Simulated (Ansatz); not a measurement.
Au (fcc (Cu type), Fm-3m), a = b = c = 4.046 Å, α = β = γ = 90.00°; the cell used has 1 atom.

Relaxed with LDA.

Q: Which orbitals make up the states near the Fermi level in LDA in the plane-wave PAW code Ansatz?

A: Within 0.5 eV of the Fermi level: Au 6s 42 %, Au 5d 37 %, outside the projected shells 21 %. Projections are on Löwdin-orthogonalised atomic valence shells; empty p or d shells of many metals are not among them.

Q: Tabulate the density of states.

A: States/eV per cell of 1 atom, in 0.25 eV bins, energy from the Fermi level.

```
E (eV)  total  Au 5d  Au 6s
------  -----  -----  -----
-7.85    0.25   0.06   0.19
-7.60    0.52   0.24   0.27
-7.35    0.73   0.43   0.29
-7.10    1.17   0.83   0.33
-6.85    1.68   1.36   0.30
-6.60    1.72   1.51   0.20
-6.35    1.57   1.43   0.13
-6.10    1.33   1.26   0.06
-5.85    1.25   1.21   0.03
-5.60    1.74   1.67   0.04
-5.35    1.82   1.74   0.05
-5.10    1.92   1.82   0.07
-4.85    2.23   2.08   0.11
-4.60    3.12   2.95   0.11
-4.35    2.00   1.87   0.09
-4.10    1.59   1.47   0.08
-3.85    1.50   1.40   0.06
-3.60    1.89   1.79   0.06
-3.35    2.00   1.92   0.06
-3.10    1.68   1.61   0.05
-2.85    1.51   1.44   0.04
-2.60    1.54   1.48   0.04
-2.35    1.77   1.71   0.04
-2.10    2.64   2.59   0.04
-1.85    1.69   1.62   0.06
-1.60    0.55   0.47   0.07
-1.35    0.28   0.18   0.08
-1.10    0.28   0.17   0.09
-0.85    0.29   0.15   0.10
-0.60    0.28   0.13   0.10
-0.35    0.28   0.12   0.11
-0.10    0.28   0.11   0.12
0.15     0.28   0.10   0.12
0.40     0.28   0.09   0.12
0.65     0.28   0.08   0.12
0.90     0.28   0.07   0.12
1.15     0.28   0.06   0.12
1.40     0.27   0.05   0.12
1.65     0.27   0.05   0.12
1.90     0.26   0.04   0.12
2.15     0.25   0.04   0.12
2.40     0.25   0.03   0.12
2.65     0.24   0.03   0.13
2.90     0.24   0.03   0.14
3.15     0.37   0.04   0.24
3.40     0.40   0.05   0.25
3.65     0.33   0.03   0.18
3.90     0.29   0.02   0.14
4.15     0.25   0.02   0.10
4.40     0.25   0.02   0.08
4.65     0.29   0.01   0.07
```

The LDA relaxation kept the symmetry of its start. Scalar-relativistic: spin–orbit coupling is off unless named, which matters more the heavier the elements.

Potentials: the later of the program's two PAW sets.
